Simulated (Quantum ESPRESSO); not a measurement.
pw.x input (Quantum ESPRESSO 7.5; PBEsol, PseudoDojo standard norm-conserving files, scalar-relativistic):

```
&CONTROL
  calculation = 'scf'
  pseudo_dir = './pseudo'
  outdir = './out'
  tprnfor = .true.
  tstress = .true.
/
&SYSTEM
  ibrav = 0
  nat = 12
  ntyp = 2
  ecutwfc = 84.0
  ecutrho = 336.0
  occupations = 'smearing'
  smearing = 'fd'
  degauss = 0.002
  nbnd = 38
/
&ELECTRONS
  conv_thr = 1.2e-09
/
ATOMIC_SPECIES
O 15.9990 O.upf
Si 28.0850 Si.upf
CELL_PARAMETERS angstrom
 -4.472040000000   4.472040000000   2.611770000000
  4.472040000000  -4.472040000000   2.611770000000
  4.472040000000   4.472040000000  -2.611770000000
ATOMIC_POSITIONS crystal
O   0.500000000000   0.500000000000   0.500000000000
O   0.500000000000  -0.000000000000   0.000000000000
O   0.000000000000   0.000000000000   0.500000000000
O   0.000000000000   0.500000000000   0.000000000000
O   0.000000000000   0.208550000000   0.208550000000
O   0.000000000000   0.791450000000   0.791450000000
O   0.208550000000   0.000000000000   0.208550000000
O   0.791450000000  -0.000000000000   0.791450000000
Si   0.176890000000   0.176890000000   0.353780000000
Si   0.823110000000   0.823110000000   0.646220000000
Si   0.176890000000   0.823110000000   0.000000000000
Si   0.823110000000   0.176890000000   0.000000000000
K_POINTS automatic
6 6 6 0 0 0
```

End of the output:

```

[...]
     the Fermi energy is     2.5381 ev
!    total energy              =    -298.81922721 Ry
     estimated scf accuracy    <          8.4E-10 Ry
     smearing contrib. (-TS)   =       0.00000000 Ry
     internal energy E=F+TS    =    -298.81922721 Ry
     The total energy is F=E-TS. E is the sum of the following terms:
     one-electron contribution =    -250.44199258 Ry
     hartree contribution      =     153.10537399 Ry
     xc contribution           =     -79.92803959 Ry
     ewald contribution        =    -121.55456903 Ry
     convergence has been achieved in  11 iterations
     Forces acting on atoms (cartesian axes, Ry/au):
     atom    1 type  1   force =     0.00000000    0.00000000    0.00000000
     atom    2 type  1   force =    -0.00000000   -0.00000000   -0.00000000
     atom    3 type  1   force =    -0.00000000    0.00000000    0.00000000
     atom    4 type  1   force =    -0.00000000   -0.00000000   -0.00000000
     atom    5 type  1   force =     0.00375803    0.00000000    0.00000000
     atom    6 type  1   force =    -0.00375803    0.00000000    0.00000000
     atom    7 type  1   force =    -0.00000000    0.00375803    0.00000000
     atom    8 type  1   force =     0.00000000   -0.00375803    0.00000000
     atom    9 type  2   force =    -0.00160480   -0.00160480    0.00000000
     atom   10 type  2   force =     0.00160480    0.00160480    0.00000000
     atom   11 type  2   force =     0.00160480   -0.00160480    0.00000000
     atom   12 type  2   force =    -0.00160480    0.00160480   -0.00000000
     Total force =     0.008780     Total SCF correction =     0.000018
     Computing stress (Cartesian axis) and pressure
          total   stress  (Ry/bohr**3)                   (kbar)     P=       11.92
   0.00007546   0.00000000   0.00000000           11.10        0.00        0.00
   0.00000000   0.00007546   0.00000000            0.00       11.10        0.00
   0.00000000   0.00000000   0.00009221            0.00        0.00       13.56
```
In a gapped system the printed Fermi energy is only some level inside the gap.

Geometry of the Materials Project entry, not relaxed at this level.
